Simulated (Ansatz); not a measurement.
# From the elastic tensor of Ga4AsP3 to moduli and sound speeds

Theory: DFT PBE, scalar-relativistic, plane waves, PAW (Ansatz 0.2.0). Cutoff 420 eV, 6×6×6 k-points (Γ-centred), fixed occupations. No spin polarisation.

Space group P-43m (No. 215), cubic, a = 5.564 Å. Around Ga lie 3 P at 2.40 Å and 1 As at 2.45 Å; P is surrounded by 4 Ga at 2.40 Å; As has 4 Ga at 2.45 Å.

It was reached by relaxing an invented guess, and it needn't be the stable form of this composition.

Relaxed-ion constants (GPa, on the Cartesian axes of the calculation):
C11 = 118.4, C12 = 49.6, C13 = 49.6, C22 = 118.4, C23 = 49.6, C33 = 118.4, C44 = 60.9, C55 = 60.9, C66 = 60.9 GPa; the others vanish.

Density 4.306 g/cm³; 8 atoms in 172.27 Å³.

```json
{
  "Bulk modulus, Voigt / Reuss / Hill": "72.5 / 72.5 / 72.5 GPa",
  "Shear modulus, Voigt / Reuss / Hill": "50.3 / 46.6 / 48.4 GPa",
  "Young's modulus": "119 GPa",
  "Poisson ratio": "0.227",
  "Pugh ratio B/G": "1.50 (under 1.75, the rule of thumb for brittle)",
  "Universal anisotropy index": "0.40",
  "Longitudinal and transverse sound speeds": "5642 and 3354 m/s",
  "Debye temperature from the mean sound speed": "397 K"
}
```
